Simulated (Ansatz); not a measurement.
A relaxation computed with Ansatz, from input to last step.

```yaml
crystal:
  lattice:
    - [3.236873358, 0.0, 0.0]
    - [-1.618436679, 2.8032145569, 0.0]
    - [0.0, 0.0, 34.3365474906]
  atoms:
    - { symbol: W, position: [0.6666666667, 0.3333333333, 0.9046623751] }
    - { symbol: W, position: [0.6666666667, 0.3333333333, 0.285641246] }
    - { symbol: W, position: [0.3333333333, 0.6666666667, 0.714358754] }
    - { symbol: W, position: [0.3333333333, 0.6666666667, 0.0953376249] }
    - { symbol: Se, position: [0.3333333333, 0.6666666667, 0.9529112072] }
    - { symbol: Se, position: [0.3333333333, 0.6666666667, 0.3338303067] }
    - { symbol: Se, position: [0.6666666667, 0.3333333333, 0.7626155579] }
    - { symbol: Se, position: [0.6666666667, 0.3333333333, 0.1435860581] }
    - { symbol: Se, position: [0.3333333333, 0.6666666667, 0.8564139419] }
    - { symbol: Se, position: [0.3333333333, 0.6666666667, 0.2373844421] }
    - { symbol: Se, position: [0.6666666667, 0.3333333333, 0.6661696933] }
    - { symbol: Se, position: [0.6666666667, 0.3333333333, 0.0470887928] }
basis:
  ecutwfc: 420
kpoints:
  mp_grid: { grid: [12, 12, 1] }
hamiltonian:
  xc: pbesol
scf:
  occupations: { method: gaussian, width: 0.02 }
output:
  forces: true
  stress: true
  eigenvalues: true
relax:
  adjacent_minimum: "off"
  f_tol: 0.01
  max_steps: 30
  cell: { stress_tol: 0.1, fix: [volume] }
```

```bash
ansatz run input.yaml --threads 2 --pin off --max-ram 5120MiB --backend cpu --events-out ev --progress --plain --runs-dir out
```

Theory: DFT PBEsol, scalar-relativistic, plane waves, PAW (Ansatz 0.2.0).

The volume is held at 0.94 times that of the relaxed cell.

Of 7 frames 6 are shown, positions in Å and forces in eV/Å; the SCF threshold varies from step to step. Steps run on the plane waves of an earlier cell, with a Pulay correction in the pressure. The basis is chosen afresh for the last frame, the zero of the energies, and at times for earlier ones too; energy and pressure can step there, also at an unchanged geometry. Where two frames share a geometry here, they differ by under 2 meV/atom and 0.3 GPa.

```xyz
12
Lattice="3.2369 0.0000 0.0000 -1.6184 2.8032 0.0000 0.0000 0.0000 34.3365" Properties=species:S:1:pos:R:3:forces:R:3 pbc="T T T" step=1 free_energy_over_end_meV_per_atom=9.13 pressure_GPa=3.63
W     1.6184    0.9344   31.0630    0.0000    0.0000    0.0011
W     1.6184    0.9344    9.8079    0.0000    0.0000    0.0015
W     0.0000    1.8688   24.5286    0.0000    0.0000   -0.0015
W     0.0000    1.8688    3.2736    0.0000    0.0000   -0.0011
Se    0.0000    1.8688   32.7197    0.0000    0.0000    0.5598
Se    0.0000    1.8688   11.4626    0.0000    0.0000    0.5743
Se    1.6184    0.9344   26.1856    0.0000    0.0000    0.5585
Se    1.6184    0.9344    4.9303    0.0000    0.0000    0.5585
Se    0.0000    1.8688   29.4063    0.0000    0.0000   -0.5585
Se    0.0000    1.8688    8.1510    0.0000    0.0000   -0.5585
Se    1.6184    0.9344   22.8740    0.0000    0.0000   -0.5743
Se    1.6184    0.9344    1.6169    0.0000    0.0000   -0.5598
12
Lattice="3.2780 0.0000 0.0000 -1.6390 2.8389 0.0000 0.0000 0.0000 33.4797" Properties=species:S:1:pos:R:3:forces:R:3 pbc="T T T" step=2 free_energy_over_end_meV_per_atom=5.64 pressure_GPa=-1.70
W     1.6390    0.9463   30.2958    0.0000    0.0000   -0.0135
W     1.6390    0.9463    9.6197    0.0000    0.0000    0.0325
W     0.0000    1.8926   23.8601    0.0000    0.0000   -0.0325
W     0.0000    1.8926    3.1839    0.0000    0.0000    0.0135
Se    0.0000    1.8926   31.9914    0.0000    0.0000   -0.4856
Se    0.0000    1.8926   11.3139    0.0000    0.0000   -0.4268
Se    1.6390    0.9463   25.5565    0.0000    0.0000   -0.4665
Se    1.6390    0.9463    4.8795    0.0000    0.0000   -0.4578
Se    0.0000    1.8926   28.6002    0.0000    0.0000    0.4578
Se    0.0000    1.8926    7.9232    0.0000    0.0000    0.4665
Se    1.6390    0.9463   22.1658    0.0000    0.0000    0.4268
Se    1.6390    0.9463    1.4884    0.0000    0.0000    0.4856
12
Lattice="3.2701 0.0000 0.0000 -1.6351 2.8320 0.0000 0.0000 0.0000 33.6417" Properties=species:S:1:pos:R:3:forces:R:3 pbc="T T T" step=3 free_energy_over_end_meV_per_atom=0.26 pressure_GPa=0.03
W     1.6351    0.9440   30.3732    0.0000    0.0000    0.0015
W     1.6351    0.9440    9.7867    0.0000    0.0000    0.0089
W     0.0000    1.8880   23.8550    0.0000    0.0000   -0.0089
W     0.0000    1.8880    3.2685    0.0000    0.0000   -0.0015
Se    0.0000    1.8880   32.0480    0.0000    0.0000   -0.0187
Se    0.0000    1.8880   11.4609    0.0000    0.0000   -0.0300
Se    1.6351    0.9440   25.5316    0.0000    0.0000   -0.0473
Se    1.6351    0.9440    4.9434    0.0000    0.0000   -0.0223
Se    0.0000    1.8880   28.6983    0.0000    0.0000    0.0223
Se    0.0000    1.8880    8.1101    0.0000    0.0000    0.0473
Se    1.6351    0.9440   22.1808    0.0000    0.0000    0.0300
Se    1.6351    0.9440    1.5937    0.0000    0.0000    0.0187
12
Lattice="3.2670 0.0000 0.0000 -1.6335 2.8293 0.0000 0.0000 0.0000 33.7054" Properties=species:S:1:pos:R:3:forces:R:3 pbc="T T T" step=4 free_energy_over_end_meV_per_atom=0.16 pressure_GPa=0.17
W     1.6335    0.9431   30.4492    0.0000    0.0000   -0.0130
W     1.6335    0.9431    9.8880    0.0000    0.0000   -0.0029
W     0.0000    1.8862   23.8174    0.0000    0.0000    0.0029
W     0.0000    1.8862    3.2562    0.0000    0.0000    0.0130
Se    0.0000    1.8862   32.1247    0.0000    0.0000   -0.0148
Se    0.0000    1.8862   11.5617    0.0000    0.0000   -0.0005
Se    1.6335    0.9431   25.4936    0.0000    0.0000    0.0008
Se    1.6335    0.9431    4.9318    0.0000    0.0000    0.0058
Se    0.0000    1.8862   28.7736    0.0000    0.0000   -0.0058
Se    0.0000    1.8862    8.2118    0.0000    0.0000   -0.0008
Se    1.6335    0.9431   22.1437    0.0000    0.0000    0.0005
Se    1.6335    0.9431    1.5807    0.0000    0.0000    0.0148
12
Lattice="3.2688 0.0000 0.0000 -1.6344 2.8309 0.0000 0.0000 0.0000 33.6687" Properties=species:S:1:pos:R:3:forces:R:3 pbc="T T T" step=5 free_energy_over_end_meV_per_atom=0.01 pressure_GPa=0.12
W     1.6344    0.9436   30.3601    0.0000    0.0000    0.0016
W     1.6344    0.9436    9.9155    0.0000    0.0000   -0.0002
W     0.0000    1.8873   23.7533    0.0000    0.0000    0.0002
W     0.0000    1.8873    3.3086    0.0000    0.0000   -0.0016
Se    0.0000    1.8873   32.0347    0.0000    0.0000    0.0090
Se    0.0000    1.8873   11.5877    0.0000    0.0000    0.0129
Se    1.6344    0.9436   25.4279    0.0000    0.0000    0.0122
Se    1.6344    0.9436    4.9832    0.0000    0.0000    0.0092
Se    0.0000    1.8873   28.6856    0.0000    0.0000   -0.0092
Se    0.0000    1.8873    8.2408    0.0000    0.0000   -0.0122
Se    1.6344    0.9436   22.0810    0.0000    0.0000   -0.0129
Se    1.6344    0.9436    1.6340    0.0000    0.0000   -0.0090
12
Lattice="3.2716 0.0000 0.0000 -1.6358 2.8333 0.0000 0.0000 0.0000 33.6113" Properties=species:S:1:pos:R:3:forces:R:3 pbc="T T T" step=7 free_energy_over_end_meV_per_atom=0.00 pressure_GPa=0.01
W     1.6358    0.9444   30.3082    0.0000    0.0000    0.0001
W     1.6358    0.9444    9.9054    0.0000    0.0000    0.0002
W     0.0000    1.8889   23.7059    0.0000    0.0000   -0.0002
W     0.0000    1.8889    3.3031    0.0000    0.0000   -0.0001
Se    0.0000    1.8889   31.9817    0.0000    0.0000    0.0077
Se    0.0000    1.8889   11.5769    0.0000    0.0000    0.0086
Se    1.6358    0.9444   25.3797    0.0000    0.0000    0.0077
Se    1.6358    0.9444    4.9766    0.0000    0.0000    0.0079
Se    0.0000    1.8889   28.6347    0.0000    0.0000   -0.0079
Se    0.0000    1.8889    8.2316    0.0000    0.0000   -0.0077
Se    1.6358    0.9444   22.0344    0.0000    0.0000   -0.0086
Se    1.6358    0.9444    1.6295    0.0000    0.0000   -0.0077
```

It took 2 min on 2 threads of Oxide Virtual Turin-like Processor (Zen 5), on a shared host, peak memory 1.1 GiB.

Spin–orbit coupling is left out, which can shift energies with elements as heavy as these. The cell holds layers, and where no dispersion correction was added their binding is poorly described.